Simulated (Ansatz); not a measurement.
SrTiO₃:
```cif
data_O3SrTi
_chemical_formula_sum 'Sr1 Ti1 O3'
_space_group_name_H-M_alt 'Pm-3m'
_space_group_IT_number 221
_space_group_name_Hall '-P 4 2 3'
_cell_length_a 3.90754
_cell_length_b 3.90754
_cell_length_c 3.90754
_cell_angle_alpha 90.000
_cell_angle_beta 90.000
_cell_angle_gamma 90.000
loop_
_atom_site_label
_atom_site_type_symbol
_atom_site_symmetry_multiplicity
_atom_site_Wyckoff_symbol
_atom_site_fract_x
_atom_site_fract_y
_atom_site_fract_z
_atom_site_occupancy
Sr1 Sr 1 a 0.00000 0.00000 0.00000 1
Ti1 Ti 1 b 0.50000 0.50000 0.50000 1
O1 O 3 c 0.00000 0.50000 0.50000 1
```

Relaxed with r²SCAN.

Task: Give the optical modes at the zone centre with their infrared and Raman activity from DFPT, r²SCAN (plane waves, PAW; program Ansatz).

Result: Transverse frequencies, without the LO–TO term; a row sums one degenerate level.

| ω (cm⁻¹) | degeneracy | IR ((D/Å)²/amu) | Raman (Å⁴/amu) | activity | symmetry |
|---|---|---|---|---|---|
| 88i | 3 | 215.42 | 0 | IR | T1u |
| 161 | 3 | 2.39 | 0 | IR | T1u |
| 249 | 3 | 0.00 | 0 | silent | T2u |
| 535 | 3 | 34.99 | 0 | IR | T1u |

Task: How high does the top mode go among those that the LO–TO term moves?

Result: 773 cm⁻¹ for q along x.

The cell was relaxed with r²SCAN under the symmetry of its start. At this level the phase is dynamically unstable (imaginary phonons). No spin polarisation was allowed.

Potentials: the earlier of the program's two PAW sets.
